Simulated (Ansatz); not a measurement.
An Ansatz (a first-principles code) run. Input:

Ansatz 0.2 input:
```yaml
crystal:
  lattice:
    - [0.0, 1.7800464601, 1.7800464601]
    - [1.7800464601, 0.0, 1.7800464601]
    - [1.7800464601, 1.7800464601, 0.0]
  atoms:
    - { symbol: Cu, position: [0.0, 0.0, 0.0] }
kpoints:
  mp_grid: { grid: [41, 41, 41] }
hamiltonian:
  xc: r2scan
  dispersion: d4
  pseudopotentials: { kind: paw }
scf:
  occupations: { method: fermi_dirac, width: 0.1 }
elastic: { mode: relaxed_ion, stencil: two_point, amplitude: 0.005, f_tol: 0.0005 }
```

Output (shortened):

```
Pseudopotential: Cu, paw, valence charge 19
Functional definition: r2SCAN
Crystal: 1 atoms, lattice volume = 11.280 Å³
Basis set: ecut = 500 eV, 283 PW (Γ), exchange–correlation on 80×80×80 points (64 copies of the dense FFT grid, shifted against one another)
Bands: 14, of which v1, the nominal top of the filled ones, is band 10 counted from 1 (9 counted from 0)
Symmetry: 48 space group operations
Space group: Fm-3m (ITA 225), of the structure as read, at distance tolerance 2.2e-5 Å
k-points: 1771 of 68921
SCF 1 converged in 10 iterations: F = -6631.442438 eV  dr2 = 6.52e-14
Crystal: 1 atoms, lattice volume = 11.280 Å³
SCF 2 converged in 2 iterations: F = -6631.442438 eV  dr2 = 9.10e-14
Crystal: 1 atoms, lattice volume = 11.224 Å³
Symmetry: 16 space group operations
k-points: 4851 of 68921
SCF 3 converged in 10 iterations: F = -6631.442245 eV  dr2 = 2.19e-14
Crystal: 1 atoms, lattice volume = 11.337 Å³
SCF 4 converged in 7 iterations: F = -6631.442259 eV  dr2 = 1.50e-15
Crystal: 1 atoms, lattice volume = 11.280 Å³
Symmetry: 8 space group operations
k-points: 9261 of 68921
SCF 5 converged in 10 iterations: F = -6631.442353 eV  dr2 = 1.13e-14
Crystal: 1 atoms, lattice volume = 11.280 Å³
SCF 6 converged in 7 iterations: F = -6631.442353 eV  dr2 = 4.08e-15
SCF converged after 2 iterations
Free energy (F): -6631.442438 eV
Harris-Foulkes:  -6631.442438 eV  (|F-HF|=0.00e0)
Internal energy: -6631.433155 eV  (E = F + TS)
E sigma→0 (E₀):  -6631.437796 eV
Entropy (-TS):   -0.009283 eV (-9.283 meV/atom)
Fermi energy:    17.590433 eV
--- Per-component energies (eV) ---
  E_band       = -369.674041
  E_kinetic    = 300.207166
  E_local      = -3975.811622  (includes V_loc(G=0)·N_el)
  E_nonlocal   = 395.178430
  E_hartree    = 1758.762547
  E_xc         = -84.074575
  E_vxc        = -125.092361  (∫ρ·V_xc dr)
  E_paw        = -1677.898409  (= ΣΔE_a)
  E_vpaw       = -490.691246  (= ΣTr[D̂ρ^β])
  E_aug_tail   = 0.000153  (compensation charges beyond the density's cutoff)
  E_vtau       = 9.010320  (kinetic-family band-sum trace: ∫τ·v_τ [+ j·A + Jᵃ·Aᵃ] dr)
  E_ewald      = -3347.294686
  E_disp       = -0.201050  (pairwise vdW)
  E_core_change = -0.301108  (= ΣΔE_core)
  E_smearing   = -0.009283  (= −TS)
  E_closure    = 0.000000  (closes the sum)
  Σ components = -6631.442438   (vs F -6631.442438, Δ=0.00e0)
--- Forces (eV/Å), atoms counted from 1 ---
  atom   1  Cu     0.00000000     0.00000000     0.00000000
  max |Σ_I F_I| component: 0.0 eV/Å
--- Stress (GPa, compression-positive) ---
        0.014270       0.000000       0.000000
        0.000000       0.014270       0.000000
        0.000000       0.000000       0.014270
  P = ⅓ Tr σ = 0.0143 GPa (0.143 kbar)
--- Band table (eV; the first three rows and the last of 1771) ---
  k-point 0: bands = ["-98.9926", "-54.7418", "-54.7418", "-54.7418", "7.4676", "14.3071", "14.3071", "14.3071", "15.1902", "15.1902", "41.3332", "44.5387", "44.5387", "44.5387"]
  k-point 1: bands = ["-98.9925", "-54.7426", "-54.7419", "-54.7419", "7.4910", "14.3018", "14.3118", "14.3118", "15.1882", "15.1882", "41.2441", "44.0427", "44.4490", "44.4490"]
  k-point 2: bands = ["-98.9922", "-54.7449", "-54.7422", "-54.7422", "7.5611", "14.2860", "14.3254", "14.3254", "15.1827", "15.1827", "40.8981", "43.2084", "44.2208", "44.2208"]
  k-point 1770: bands = ["-98.9696", "-54.8309", "-54.8278", "-54.7923", "13.0239", "13.6717", "13.7658", "15.1440", "15.9924", "23.8910", "24.3863", "26.4480", "27.3870", "47.2073"]
--- Elastic constants: 2 strain directions × 2 members + reference (group order 48) ---
  dense FFT box of the reference and of every strained cell: 20×20×20
  strains applied: 11, 23; error gains: componentwise 1.00 (the most a stress slope's error grows in a printed constant), spectral 1.73 (1 for all six strains …
  pairwise dispersion correction: d4 (s6 = 1.0, s8 = 0.6018749, s9 = 1.0, a1 = 0.51559235, a2_bohr = 5.77342911), with the weights of each atom's references …
  C = ∂σ_k/∂η_j (tension-positive GPa; Voigt order 11 22 33 23 13 12):
       211.471    150.963    150.963      0.000      0.000      0.000
       150.963    211.471    150.963      0.000      0.000      0.000
       150.963    150.963    211.471      0.000      0.000      0.000
         0.000      0.000      0.000     97.025      0.000      0.000
         0.000      0.000      0.000      0.000     97.025      0.000
         0.000      0.000      0.000      0.000      0.000     97.025
  reference stress σ⁰ (GPa):     -0.014     -0.014     -0.014      0.000      0.000      0.000
  moduli (Voigt/Reuss/Hill, GPa): K = 171.13/171.13/171.13   G = 70.32/51.53/60.92   E = 163.38   ν = 0.341
  mechanically stable: yes (min eigenvalue of sym C = 60.51 GPa)
  strain η (Voigt 11):  stress-route row diagonal C_11 = 211.47 GPa, energy-path curvature d²(F+E_count+ΔE)/dδ²/Ω₀ = 211.44 GPa
         δ    σ_11 (GPa)             F (eV)   n_scf  n_hpsi   n_pw
    -5.000e-3      -1.0847       -6631.4422453      10  1502038    298   relax 0 steps, max|allowed force component| 0.00e0 eV/Å
     5.000e-3       1.0300       -6631.4422586       7  1201094    302   relax 0 steps, max|allowed force component| 0.00e0 eV/Å
  strain η (Voigt 23):  stress-route row diagonal C_44 = 97.02 GPa, energy-path curvature d²(F+E_count+ΔE)/dδ²/Ω₀ = 97.03 GPa
         δ    σ_23 (GPa)             F (eV)   n_scf  n_hpsi   n_pw
    -5.000e-3      -0.4851       -6631.4423527      10  2855645    298   relax 0 steps, max|allowed force component| 0.00e0 eV/Å
     5.000e-3       0.4851       -6631.4423527       7  2307868    298   relax 0 steps, max|allowed force component| 0.00e0 eV/Å
```

Cost: roughly 24 core-minutes on shared cores.

The r²SCAN+D4 relaxation kept the symmetry of its start. No spin polarisation was allowed. The pairwise dispersion correction was not fitted to metals. As this level gives no gap, shear constants depend on the k-mesh and smearing (Fermi–Dirac, 0.1 eV here).

Potentials: the later of the program's two PAW sets.

Ansatz is a plane-wave DFT program.
